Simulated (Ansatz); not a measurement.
W: reading a single point

```
CELL_PARAMETERS angstrom
-1.58439 1.58439 1.58439
1.58439 -1.58439 1.58439
1.58439 1.58439 -1.58439
ATOMIC_POSITIONS crystal
W 0.00000 0.00000 0.00000
```

Method: r2SCAN, no spin polarisation; PAW, plane waves to 500 eV, 15×15×15 Γ-centred mesh, fermi-dirac occupations (width 0.1 eV) (Ansatz 0.2.0), atoms fixed.

Task: Is the cell too large or too small?

Result: The pressure is 0.0 GPa (compression positive), so with the atoms held at these fractions the cell is close to zero pressure.

Task: What do density and ELF say about some of the short contacts?

Result: W–W at 2.74 Å: least valence density 0.41 e/Å³ and ELF 0.38 there. Both are smooth PAW fields, read partly inside the augmentation spheres.

Task: Is there a gap?

Result: It is a metal, with about 0.35 states/eV a cell as the mean within 0.25 eV of the Fermi level, mostly W d (85 %).

Origin: a database entry at a rescaled volume.
